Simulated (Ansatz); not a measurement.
## What DFT gives for Nb5In3

```
Nb In
1.0
     0.00000    7.24895    0.00000
     7.24895    0.00000    0.00000
     3.62448    3.62448   -6.66267
Nb In
10 6
Direct
  0.81600 0.31600 0.70800
  0.31600 0.47600 0.70800
  0.47600 0.97600 0.70800
  0.97600 0.81600 0.70800
  0.68400 0.52400 0.29200
  0.18400 0.68400 0.29200
  0.02400 0.18400 0.29200
  0.52400 0.02400 0.29200
  0.00000 0.00000 0.00000
  0.50000 0.50000 0.00000
  0.25000 0.25000 0.50000
  0.75000 0.75000 0.50000
  0.87800 0.37800 0.00000
  0.37800 0.12200 0.00000
  0.12200 0.62200 0.00000
  0.62200 0.87800 0.00000
```

Level: r2SCAN, no spin polarisation; 500 eV; 6×6×6 Γ-centred mesh; fermi-dirac occupations (width 0.1 eV); Ansatz 0.2.0, fixed geometry.

(1) Which atom feels the largest force, and which way?

(2) What is the formation energy?

(3) Metal or insulator?

(4) Describe some of the short contacts.

(5) Is the cell too large or too small?

(6) Which element gives electrons and which takes them?

Origin: a known structure type with other elements, at an estimated volume, so it need not be a known compound. Caveats: atoms or cell far from equilibrium.

## Answers

(1) The largest is on In13 (and as large on other atoms): 2.95 eV/Å, components (-2.08, -2.08, 0.00). It makes 180° with the line to a nearest neighbour, In15 at 2.50 Å, pointing away from it.

(2) 0.33 eV an atom against the elements' usual phases (free molecules for gases, crystals otherwise, with no correction for O₂ or N₂), so at this geometry it isn't bound against them. Relaxing would lower it.

(3) It is a metal, with about 12 states/eV a cell as the mean within 0.25 eV of the Fermi level, mostly Nb d (89 %).

(4) In–In at 2.50 Å: least valence density 0.43 e/Å³ and ELF 0.25 there. Nb–In at 2.88 Å: least valence density 0.24 e/Å³ and ELF 0.19 there. Nb–Nb at 3.22 Å: least valence density 0.22 e/Å³ and ELF 0.49 there. Both are smooth PAW fields, read partly inside the augmentation spheres.

(5) The pressure is -10.5 GPa (compression positive), so with the atoms held at these fractions the cell would first shrink; the forces are large, so a full relaxation may end otherwise. The principal stresses -15.2, -8.1, -8.1 GPa differ, so its shape would change too.

(6) Bader charges in e: Nb +0.47 to +0.57, In -0.92. In the mean Nb gives up most and In takes most.
